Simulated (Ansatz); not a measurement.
# Ti (P6_3/mmc): what a change of settings does

```
CELL_PARAMETERS angstrom
2.90091 0.00000 0.00000
-1.45046 2.51226 0.00000
0.00000 0.00000 4.59232
ATOMIC_POSITIONS crystal
Ti 0.33333 0.66667 0.25000
Ti 0.66667 0.33333 0.75000
```

Level of theory, where no other is named: PBEsol, PAW on Ansatz 0.2.0's default frozen-core files (fitted under PBE), scalar-relativistic. k mesh 18×18×10, strains of ±0.008, Fermi-Dirac smearing of 0.080 eV, cutoff 420 eV. The cell was relaxed by PAW under this functional, which moved its volume by -5 % from the database entry's.

With these settings the run gives C11 = 172.3, C44 = 39.9 GPa and B_V = 119.1 GPa (relaxed ions).

Q: The run is repeated in the same cell with hamiltonian.xc from pbesol to lda. What moves, and by how much?

A: C11: -8.26 %; C44: -12.59 %; B_V: -7.19 %. The cell isn't relaxed anew, and its pressure at the new settings is -4.5 GPa; in its own relaxed cell the change can differ in size and sign.

Caveats: frozen-core PAW files fitted under PBE, their cores solved anew for the functional of the run; responses of metals move with mesh and smearing; elastic stability says nothing of phonons or of other phases; the cell carries a residual stress at this level.
